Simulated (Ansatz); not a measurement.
# Notes on W

```yaml
crystal:
  lattice:
    - [-1.61366, 1.61366, 1.61366]
    - [1.61366, -1.61366, 1.61366]
    - [1.61366, 1.61366, -1.61366]
  atoms:
    - { symbol: W, position: [0.00000, 0.00000, 0.00000] }
```

Single point in Ansatz 0.2.0 with r2SCAN, no spin polarisation. Cutoff 500 eV, PAW datasets, 15×15×15 Γ-centred k mesh, fermi-dirac filling (width 0.1 eV).

Task: What do density and ELF say about some of the short contacts?

Result: W–W at 2.79 Å: least valence density 0.39 e/Å³ and ELF 0.39 there. Both are smooth PAW fields, read partly inside the augmentation spheres.

Task: What does the stress say?

Result: The pressure is -15.7 GPa (compression positive), so with the atoms held at these fractions the cell would first shrink.

Task: What happens at the Fermi level?

Result: It is a metal, with about 0.35 states/eV a cell as the mean within 0.25 eV of the Fermi level, mostly W d (87 %).

Origin: a database entry at a rescaled volume. Caveats: atoms or cell far from equilibrium.
